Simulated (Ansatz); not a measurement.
Input:

Hg4Pt (space group Im-3m)

```xyz
5
Lattice="-3.1429 3.1429 3.1429 3.1429 -3.1429 3.1429 3.1429 3.1429 -3.1429" Properties=species:S:1:pos:R:3 pbc="T T T"
Hg     1.5714     1.5714    -1.5714
Hg     1.5714    -1.5714     1.5714
Hg     1.5714     1.5714     1.5714
Hg    -1.5714     1.5714     1.5714
Pt     0.0000     0.0000     0.0000
```

The volume is varied about the relaxed value V₀ at fixed cell shape. Symmetry pins the atoms to their sites.

Computed with r2SCAN (plane waves to 500 eV, PAW, scalar-relativistic; Ansatz, a quantum-chemistry and plane-wave program). k mesh 11×11×11 (Γ-centred), Fermi-Dirac smearing 0.05 eV. Energies are smeared free energies. Stress and pressure are positive under compression. Hg4Pt is run without spin polarisation. Hg4Pt was relaxed with its symmetry unable to fall. Spin-orbit coupling is left out, though Hg and Pt are heavy. The zero of ΔE is the relaxed starting cell.

The scan covers V/V₀ from 0.840 to 1.160 in 13 points.

### Question
What is the fitted pressure derivative B₀′?

### Answer
6.0.

### Question
What bulk modulus B₀ follows from a third-order Birch-Murnaghan fit?

### Answer
74.8 GPa.

(A scan under strain: stresses follow from slopes of the energy per volume, elastic moduli from its curvatures.)
